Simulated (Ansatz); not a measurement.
This cell of Rb$_{2}$IrF$_{6}$ (space group P-3m1) is off equilibrium:

```xyz
9
Lattice="5.6639 0.0000 0.0000 -2.8319 4.9051 0.0000 0.0000 0.0000 4.5747" Properties=species:S:1:pos:R:3 pbc="T T T"
Rb     0.0000     3.2700     3.5853
Rb     2.8319     1.6350     0.9894
Ir     0.0000     0.0000     2.2874
F      0.0000     1.6164     1.2242
F      2.8319     3.2887     3.3505
F      1.4321     4.0969     1.2242
F      1.3999     0.8082     3.3505
F     -1.4321     4.0969     1.2242
F      4.2640     0.8082     3.3505
```

All values below come from PBEsol (plane waves to 420 eV, PAW, scalar-relativistic; Ansatz, an electronic-structure program). k mesh 9×9×10 (Γ-centred), Fermi-Dirac smearing 0.05 eV. Energies are smeared free energies. Compression counts positive. At this level the bands of Rb2IrF6 touch or barely overlap. Rb2IrF6 is run spin-polarised and with no Hubbard U. Rb2IrF6 was relaxed with its symmetry unable to fall. Relaxed Rb2IrF6 ends ferromagnetic. Spin-orbit coupling is left out, though Ir is heavy. Other magnetic orders were not checked, so this need not be the ground state.

### Question
What is the stress tensor (GPa)?

### Answer
```
    6.2      0.0      0.0
    0.0      6.2      0.0
    0.0      0.0      5.2
```
The pressure, a third of the trace, is 5.8 GPa.

### Question
It is the relaxed cell scaled evenly to V/V₀ = 0.867, atoms relaxed where free. What is its energy relative to the relaxed cell?

### Answer
33 meV/atom.

(Under strain, the slope of the energy per volume gives the stress and its curvature an elastic modulus.)
